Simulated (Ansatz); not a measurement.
Mg:
```xyz
2
Lattice="3.1953 0.0000 0.0000 -1.5977 2.7672 0.0000 0.0000 0.0000 5.1077" Properties=species:S:1:pos:R:3 pbc="T T T"
Mg     0.0000     1.8448     1.2769
Mg     1.5977     0.9224     3.8308
```

Relaxed with r²SCAN.

**Question.** Map the electron localisation function on the plane through (0.333, 0.667, 0.250) spanned by u = [1, 1, 0] and v = [1, -1, 0] in lattice vectors, from r²SCAN (plane waves, PAW; program Ansatz).

**Answer.** x is the fraction of u, y of v (the angle between them is 90°; rows are the nearest grid lines); atoms in the plane: Mg at (0.00, 0.00), Mg at (0.50, 0.50).
```
y \ x   0.000  0.0625  0.188  0.250  0.375  0.438  0.562  0.625  0.750  0.812  0.938   1.00
------  -----  ------  -----  -----  -----  -----  -----  -----  -----  -----  -----  -----
1.00    0.074   0.143  0.322  0.078  0.280  0.522  0.522  0.280  0.078  0.322  0.143  0.074
0.929   0.317   0.349  0.164  0.047  0.444  0.621  0.621  0.444  0.047  0.164  0.349  0.317
0.857   0.088   0.069  0.056  0.189  0.635  0.690  0.690  0.635  0.189  0.056  0.069  0.088
0.786   0.205   0.236  0.450  0.560  0.665  0.682  0.682  0.665  0.560  0.450  0.236  0.205
0.679   0.487   0.490  0.457  0.359  0.106  0.065  0.065  0.106  0.359  0.457  0.490  0.487
0.607   0.495   0.476  0.173  0.047  0.170  0.292  0.292  0.170  0.047  0.173  0.476  0.495
0.536   0.539   0.491  0.059  0.064  0.350  0.213  0.213  0.350  0.064  0.059  0.491  0.539
0.464   0.618   0.569  0.069  0.065  0.350  0.213  0.213  0.350  0.065  0.069  0.569  0.618
0.393   0.687   0.664  0.264  0.060  0.170  0.293  0.293  0.170  0.060  0.264  0.664  0.687
0.321   0.706   0.698  0.594  0.430  0.092  0.052  0.052  0.092  0.430  0.594  0.698  0.706
0.214   0.311   0.340  0.480  0.520  0.506  0.488  0.488  0.506  0.520  0.480  0.340  0.311
0.143   0.088   0.069  0.051  0.141  0.447  0.483  0.483  0.447  0.141  0.051  0.069  0.088
0.0714  0.317   0.349  0.167  0.042  0.320  0.477  0.477  0.320  0.042  0.167  0.349  0.317
0.000   0.074   0.143  0.322  0.078  0.280  0.522  0.522  0.280  0.078  0.322  0.143  0.074
```

The density is the valence pseudo-density with augmentation charge, so density and ELF within about 1 Å of a nucleus are not all-electron values.

Space group P6_3/mmc (hcp (Mg type)). Symmetry was held in the r²SCAN relaxation; of distortions, only those at the zone centre were tested.

Potentials: the earlier of the program's two PAW sets.
